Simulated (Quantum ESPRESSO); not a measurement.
Zr2TaO5F3, input and log of a self-consistent run

Computed values, not a measurement. The program is pw.x of Quantum ESPRESSO 7.5 (plane-wave density functional theory). The cell is made up: 11 atoms on a fluorite lattice with one site empty, with randomly drawn elements, strain and displacements, not relaxed. PseudoDojo standard norm-conserving files (v0.5 for PBE, v0.4.1 for LDA and PBEsol) set the functional; there is no spin polarisation, spin-orbit coupling or dispersion term, and the masses in the input are unused placeholders.

Input:

```
&control calculation='scf', pseudo_dir='./dojo.nc.sr.pbe.v0_5.standard.upf', outdir='./o', disk_io='medium', tprnfor=.true., tstress=.true. /
&system ibrav=0, nat=11, ntyp=4, nbnd=50, ecutwfc=84.00895049, nosym=.true., tot_charge=0,
 occupations='smearing', smearing='fd', degauss=0.0018374661
/
&electrons conv_thr=7.350e-09, electron_maxstep=60, /
ATOMIC_SPECIES
F 1.0 F.upf
O 1.0 O.upf
Ta 1.0 Ta.upf
Zr 1.0 Zr.upf
CELL_PARAMETERS angstrom
5.2501 -0.0582 0.0333
-0.0582 5.2036 0.0151
0.0333 0.0151 5.2196
ATOMIC_POSITIONS angstrom
Zr -0.0426 -0.0211 0.0576
Zr 2.759 -0.0864 2.6348
Ta 2.6102 2.5896 0.0847
O 1.2716 1.2677 1.2731
O 1.3573 1.2792 4.0032
O 1.1429 3.8694 1.3029
F 1.3318 3.9162 3.9771
O 4.0282 1.2637 1.3724
O 4.035 1.2964 3.9556
F 4.0013 3.8527 1.3386
F 3.9011 3.9337 3.8867
K_POINTS automatic
4 4 4 1 1 1
```

The log is shortened where brackets say so; the opening notice, blank lines, dates and the lines on written files are dropped, and the path of the files is cut. It prints rydbergs, bohrs and kilobars, and counts compression as positive stress. With no partly filled state, the Fermi energy that it prints is only some level between the filled and the empty states on the mesh, and need not lie in the true gap.

```
     Program PWSCF v.7.5
     Parallel version (MPI & OpenMP), running on       1 processor cores
     Number of MPI processes:                 1
     Threads/MPI process:                     1
     [start-up lines left out]
     bravais-lattice index     =            0
     lattice parameter (alat)  =       9.9221  a.u.
     unit-cell volume          =     962.1218 (a.u.)^3
     number of atoms/cell      =           11
     number of atomic types    =            4
     number of electrons       =        88.00
     number of Kohn-Sham states=           50
     kinetic-energy cutoff     =      84.0090  Ry
     charge density cutoff     =     336.0358  Ry
     scf convergence threshold =      7.3E-09
     mixing beta               =       0.7000
     number of iterations used =            8  plain     mixing
     Exchange-correlation= PBE
                           (   1   4   3   4   0   0   0)
     [axes and pseudopotential details left out]
   Cartesian axes
     site n.     atom                  positions (alat units)
         1        Zr     tau(   1) = (  -0.0081135  -0.0040186   0.0109703  )
         2        Zr     tau(   2) = (   0.5254709  -0.0164555   0.5018162  )
         3        Ta     tau(   3) = (   0.4971309   0.4932075   0.0161317  )
         4        O      tau(   4) = (   0.2421852   0.2414424   0.2424708  )
         5        O      tau(   5) = (   0.2585073   0.2436326   0.7624376  )
         6        O      tau(   6) = (   0.2176733   0.7369544   0.2481465  )
         7        F      tau(   7) = (   0.2536507   0.7458678   0.7574667  )
         8        O      tau(   8) = (   0.7671990   0.2406805   0.2613832  )
         9        O      tau(   9) = (   0.7684941   0.2469085   0.7533718  )
        10        F      tau(  10) = (   0.7620757   0.7337738   0.2549458  )
        11        F      tau(  11) = (   0.7429919   0.7492008   0.7402493  )
     number of k points=    32  Fermi-Dirac smearing, width (Ry)=  0.0018
                       cart. coord. in units 2pi/alat
        k(    1) = (   0.1256298   0.1271709   0.1245713), wk =   0.0625000
        k(    2) = (   0.1240264   0.1264232   0.3760650), wk =   0.0625000
     [further k points left out]
     Dense  grid:   100075 G-vectors     FFT dimensions: (  60,  60,  60)
     Estimated max dynamical RAM per process >     160.88 MB
     Initial potential from superposition of free atoms
     starting charge      87.9943, renormalised to      88.0000
     Starting wfcs are   62 randomized atomic wfcs
     total cpu time spent up to now is       13.5 secs
     per-process dynamical memory:    88.1 Mb
     Self-consistent Calculation
     iteration #  1     ecut=    84.01 Ry     beta= 0.70
     Davidson diagonalization with overlap
     ethr =  1.00E-02,  avg # of iterations =  2.0
     total cpu time spent up to now is       36.5 secs
     total energy              =    -643.89577204 Ry
     estimated scf accuracy    <       5.17058726 Ry
     iteration #  2     ecut=    84.01 Ry     beta= 0.70
     Davidson diagonalization with overlap
     ethr =  5.88E-03,  avg # of iterations =  6.3
     total cpu time spent up to now is       77.1 secs
     total energy              =    -638.26118509 Ry
     estimated scf accuracy    <      63.50241929 Ry
     iteration #  3     ecut=    84.01 Ry     beta= 0.70
     Davidson diagonalization with overlap
     ethr =  5.88E-03,  avg # of iterations =  6.5
     total cpu time spent up to now is      125.4 secs
     total energy              =    -646.84773364 Ry
     estimated scf accuracy    <       1.55817997 Ry
     iteration #  4     ecut=    84.01 Ry     beta= 0.70
     Davidson diagonalization with overlap
     ethr =  1.77E-03,  avg # of iterations =  2.0
     total cpu time spent up to now is      148.8 secs
     total energy              =    -646.81697764 Ry
     estimated scf accuracy    <       0.76905614 Ry
     iteration #  5     ecut=    84.01 Ry     beta= 0.70
     Davidson diagonalization with overlap
     ethr =  8.74E-04,  avg # of iterations =  1.0
     total cpu time spent up to now is      168.2 secs
     total energy              =    -646.69436143 Ry
     estimated scf accuracy    <       0.43180696 Ry
     [iterations 6 to 14 left out]
     iteration # 15     ecut=    84.01 Ry     beta= 0.70
     Davidson diagonalization with overlap
     ethr =  8.97E-09,  avg # of iterations =  3.1
     total cpu time spent up to now is      496.7 secs
     total energy              =    -646.77440466 Ry
     estimated scf accuracy    <       0.00000073 Ry
     iteration # 16     ecut=    84.01 Ry     beta= 0.70
     Davidson diagonalization with overlap
     ethr =  8.28E-10,  avg # of iterations =  5.1
     total cpu time spent up to now is      535.1 secs
     total energy              =    -646.77440495 Ry
     estimated scf accuracy    <       0.00000016 Ry
     iteration # 17     ecut=    84.01 Ry     beta= 0.70
     Davidson diagonalization with overlap
     ethr =  1.85E-10,  avg # of iterations =  2.1
     total cpu time spent up to now is      556.1 secs
     total energy              =    -646.77440496 Ry
     estimated scf accuracy    <       0.00000004 Ry
     iteration # 18     ecut=    84.01 Ry     beta= 0.70
     Davidson diagonalization with overlap
     ethr =  4.26E-11,  avg # of iterations =  4.7
     total cpu time spent up to now is      582.6 secs
     total energy              =    -646.77440497 Ry
     estimated scf accuracy    <       0.00000001 Ry
     iteration # 19     ecut=    84.01 Ry     beta= 0.70
     Davidson diagonalization with overlap
     ethr =  1.59E-11,  avg # of iterations =  2.0
     total cpu time spent up to now is      604.5 secs
     End of self-consistent calculation
          k = 0.1256 0.1272 0.1246 ( 12535 PWs)   bands (ev):
   -61.6497 -41.2721 -40.6222 -27.9548 -27.8930 -27.7313 -19.7067 -19.5499
   -19.1780 -18.9100 -18.7637 -18.5857 -16.1983 -16.1497 -15.2852  -8.3865
    -7.8629  -7.5882  -7.4264  -6.9595   0.2794   0.7105   1.0245   1.3594
     1.4403   2.0916   2.4427   2.7096   3.3918   4.5215   4.8062   4.8666
     5.0923   5.2450   6.0171   6.1887   6.6294   6.8244   7.0713   7.5501
     7.9764   8.1956   8.4602   9.0122   9.8122   9.9745  11.0164  11.1126
    11.5425  11.7770
     [levels at the other k points left out]
     the Fermi energy is     9.3982 ev
!    total energy              =    -646.77440497 Ry
     estimated scf accuracy    <          1.6E-09 Ry
     smearing contrib. (-TS)   =      -0.00000000 Ry
     internal energy E=F+TS    =    -646.77440497 Ry
     The total energy is F=E-TS. E is the sum of the following terms:
     one-electron contribution =    -198.16083340 Ry
     hartree contribution      =     144.07890021 Ry
     xc contribution           =    -143.82382922 Ry
     ewald contribution        =    -448.86864256 Ry
     convergence has been achieved in  19 iterations
     Forces acting on atoms (cartesian axes, Ry/au):
     atom    1 type  4   force =     0.12472977    0.21837697    0.01793764
     atom    2 type  4   force =    -0.09205057    0.23012572   -0.03712612
     atom    3 type  3   force =    -0.16566903   -0.32156029    0.04770521
     atom    4 type  2   force =     0.11599476    0.01156072   -0.04284382
     atom    5 type  2   force =     0.09439423   -0.00102026    0.03359415
     atom    6 type  2   force =     0.14435187    0.00278785   -0.05734671
     atom    7 type  1   force =     0.03814327   -0.01595585    0.00380259
     atom    8 type  2   force =    -0.10057008   -0.03429682   -0.05089895
     atom    9 type  2   force =    -0.08360066   -0.02297501    0.05664759
     atom   10 type  1   force =    -0.06895185   -0.03084395   -0.01169525
     atom   11 type  1   force =    -0.00677170   -0.03619909    0.04022367
     Total force =     0.586725     Total SCF correction =     0.000075
     Computing stress (Cartesian axis) and pressure
          total   stress  (Ry/bohr**3)                   (kbar)     P=     -180.08
  -0.00143647   0.00014243  -0.00006330         -211.31       20.95       -9.31
   0.00014243  -0.00135434  -0.00028160           20.95     -199.23      -41.42
  -0.00006330  -0.00028160  -0.00088174           -9.31      -41.42     -129.71
     init_run     :     12.66s CPU     13.45s WALL (       1 calls)
     electrons    :    585.97s CPU    590.92s WALL (       1 calls)
     forces       :      4.68s CPU      4.72s WALL (       1 calls)
     stress       :     17.34s CPU     17.51s WALL (       1 calls)
     [timing details left out]
     PWSCF        :  10m20.83s CPU  10m27.32s WALL
     JOB DONE.
```

In other units: free energy -8799.814 eV for the cell, pressure -18.01 GPa, largest force component 8.268 eV/Å. A rerun of a related cell, with the same atoms placed differently, at a cutoff of 1467 eV and k mesh 6 x 6 x 6 moved values by no more than 0.002 eV in energy, 0.04 GPa in stress and 0.007 eV/Å in force.